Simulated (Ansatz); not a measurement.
Na3BrO (anti-perovskite, Pm-3m), a = b = c = 4.5353 Å, α = β = γ = 90.00°.

Relaxed with r²SCAN.

Q: Tabulate the valence density and the electron localisation function along the shortest Na–Na contact (3.21 Å), plane-wave PAW r²SCAN (Ansatz code).

A: 

```csv
distance from Na (Å),density (e/Å³),ELF
0.32,12.38,0.46
0.48,5.53,0.60
0.64,1.44,0.58
0.80,0.33,0.31
0.96,0.13,0.05
1.12,0.07,0.02
1.28,0.05,0.04
1.44,0.05,0.10
1.60,0.05,0.14
1.76,0.05,0.10
1.92,0.05,0.04
2.08,0.07,0.02
2.24,0.13,0.05
2.41,0.33,0.31
2.57,1.44,0.58
2.73,5.53,0.60
2.89,12.38,0.46
```

The density is the valence pseudo-density with augmentation charge, so density and ELF within about 1 Å of a nucleus are not all-electron values.

The first step of the workflow began from a Materials Project structure, measured or hypothetical; the Crystallography Open Database copy checked does not list it. Its standing as an ambient phase is unchecked. The r²SCAN relaxation kept the symmetry of its start; whether a distortion lowers the energy is not shown.

Potentials: the later of the program's two PAW sets.
